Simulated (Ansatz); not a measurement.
FeSi:
```
CELL_PARAMETERS angstrom
      4.36899     0.00000     0.00000
      0.00000     4.36899     0.00000
      0.00000     0.00000     4.36899
ATOMIC_POSITIONS crystal
  Fe 0.86316 0.63684 0.36316
  Fe 0.63684 0.36316 0.86316
  Fe 0.36316 0.86316 0.63684
  Fe 0.13684 0.13684 0.13684
  Si 0.15917 0.34083 0.65917
  Si 0.34083 0.65917 0.15917
  Si 0.65917 0.15917 0.34083
  Si 0.84083 0.84083 0.84083
```

Tensor components refer to the Cartesian frame of this cell.

Problem. Give the high-frequency dielectric tensor and the Born effective charge tensors of the independent atoms from DFPT, the program Ansatz at the LDA level (PAW).

Solution. 
ε∞:
```
 104  0.00  0.00
0.00   104  0.00
0.00  0.00   104
```
Z* of atom 1 (Fe), rows: field, columns: displacement, in e:
```
-4.36  -0.98  -0.51
 0.51  -4.36  -0.98
 0.98   0.51  -4.36
```
Z* of atom 5 (Si), rows: field, columns: displacement, in e:
```
 4.36  -0.07  -0.74
 0.74   4.36  -0.07
 0.07   0.74   4.36
```

Space group P2_13. The cell was relaxed with LDA under the symmetry of its start. No spin polarisation was allowed.

Potentials: the later of the program's two PAW sets.
